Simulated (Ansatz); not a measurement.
Ru (hcp (Mg type), P6_3/mmc) at seven volumes, r²SCAN in the plane-wave PAW code Ansatz, shape and atoms relaxed at each. One row is withheld.

```
V (Å³/atom)  P (GPa)
-----------  -------
12.298         40.00
12.703         24.29
13.109             ?
13.514         -0.01
13.920         -9.31
14.325        -17.11
14.730        -23.62
```

Question: Fit the shown pressures and predict the withheld one.

Answer: P = (3/2)B₀(x^(7/2) − x^(5/2))[1 + (3/4)(B′ − 4)(x − 1)] with x = (V₀/V)^(2/3). Least squares on the six rows gives V₀ = 13.514 Å³/atom, B₀ = 338 GPa, B′ = 4.84. At V = 13.109, x = 1.0205 and P = 11.07 GPa. The run itself gave 11.09 GPa.

The r²SCAN relaxation kept the symmetry of its start; of distortions, only those at the zone centre were tested. No spin polarisation was allowed.

Potentials: the earlier of the program's two PAW sets.
